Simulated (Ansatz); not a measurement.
# Relaxation of YbSe₂ from a CdCl2-type start, step by step

The computed numbers are results of PBE, scalar-relativistic (collinear spin) in the plane-wave PAW code Ansatz at 420 eV, 10×10×10 k-mesh, Gaussian smearing of 0.05 eV; PAW files: Ansatz's generated set soft_2.

The start was a prototype's sites filled with these elements, not a measured cell.

```yaml
crystal:
  lattice:
    - [2.0784775735, 1.2000095866, 6.2840205079]
    - [-2.0784775735, 1.2000095866, 6.2840205079]
    - [0.0, -2.4000191731, 6.2840205079]
  atoms:
    - { symbol: Yb, position: [0.0, 0.0, 0.0], spin: 1.0 }
    - { symbol: Se, position: [0.252, 0.252, 0.252] }
    - { symbol: Se, position: [0.748, 0.748, 0.748] }
basis:
  ecutwfc: 420
  ecutrho_ratio: 4
kpoints:
  mp_grid: { grid: [10, 10, 10] }
hamiltonian:
  xc: pbe
scf:
  occupations: { method: gaussian, width: 0.05 }
output:
  forces: true
  stress: true
  eigenvalues: true
  populations: true
magnetization:
  spin_polarized: true
relax:
  f_tol: 0.01
  max_steps: 60
  cell: { stress_tol: 0.04 }
```

Launched as:
```sh
ansatz run input.yaml --threads 2 --pin off --max-ram 2662MiB --backend cpu --events-out ev --progress --plain --runs-dir out
```

Positions (Å) and forces (eV/Å) at the first step:

```xyz
3
Lattice="2.078 1.200 6.284 -2.078 1.200 6.284 0.000 -2.400 6.284" Properties=species:S:1:pos:R:3:forces:R:3 pbc="T T T"
Yb    0.000    0.000    0.000    0.000    0.000    0.000
Se    0.000    0.000    4.751    0.000    0.000    0.321
Se    0.000    0.000   14.101    0.000    0.000   -0.321
```

Question: Where does the relaxation end?

Answer: After 17 further evaluations the energy is 112.8 meV/atom lower and the largest force component 0.003 eV/Å; space group R-3m.
```xyz
3
Lattice="2.410 1.392 3.936 -2.410 1.392 3.936 0.000 -2.783 3.936" Properties=species:S:1:pos:R:3 pbc="T T T"
Yb    0.000    0.000    0.000
Se    0.000    0.000    2.951
Se    0.000    0.000    8.857
```

The course:

```
step  E − E(end) (meV/atom)  largest force component (eV/Å)  P (GPa)  a (Å)  b (Å)  c (Å)  accepted
   1                 112.81                           0.321    -1.85  6.727  6.727  6.727       yes
   2                  99.45                           0.151     0.58  6.549  6.549  6.549       yes
   3                  93.38                           0.075     0.15  6.415  6.415  6.415       yes
   4                  82.43                           0.060     0.12  6.138  6.138  6.138       yes
   5                  70.92                           0.095     0.60  5.865  5.865  5.865       yes
   6                  55.23                           0.040     1.23  5.599  5.599  5.599       yes
   7                  35.34                           0.100     0.93  5.356  5.356  5.356       yes
   8                  14.23                           0.096     0.05  5.138  5.138  5.138       yes
   9                   6.02                           0.156     0.68  4.916  4.916  4.916       yes
  10                  15.05                           0.073    -2.55  4.905  4.905  4.905        no
  11                   2.68                           0.017     0.13  4.887  4.887  4.887       yes
  12                   2.52                           0.017    -0.02  4.864  4.864  4.864       yes
  13                   2.51                           0.010     0.02  4.863  4.863  4.863       yes
  14                   2.50                           0.000     0.00  4.864  4.864  4.864       yes
  15                   0.52                           0.000     0.18  4.864  4.864  4.864       yes
  16                   0.04                           0.009     0.08  4.828  4.828  4.828       yes
  17                   0.01                           0.003     0.00  4.821  4.821  4.821       yes
  18                   0.00                           0.003     0.00  4.821  4.821  4.821       yes
```

Late in the path the plane-wave basis is renewed for the changed cell, which shifts energy and pressure at the same geometry (Pulay error), so rows before the renewal hold an offset.

Step 3 in full:

```xyz
3
Lattice="2.085 1.204 5.946 -2.085 1.204 5.946 0.000 -2.408 5.946" Properties=species:S:1:pos:R:3:forces:R:3 pbc="T T T"
Yb    0.000    0.000    0.000    0.000    0.000    0.000
Se    0.000    0.000    4.519    0.000    0.000   -0.075
Se    0.000    0.000   13.320    0.000    0.000    0.075
```

It ran for 13 min on 2 threads of Arm Neoverse V1 (shared host), peak memory 0.79 GiB.

Without a U the 4f levels of Yb lie too near the Fermi level, so their share of the states there, and what hangs on it, is overstated. No spin–orbit coupling, a notable omission for heavy elements.
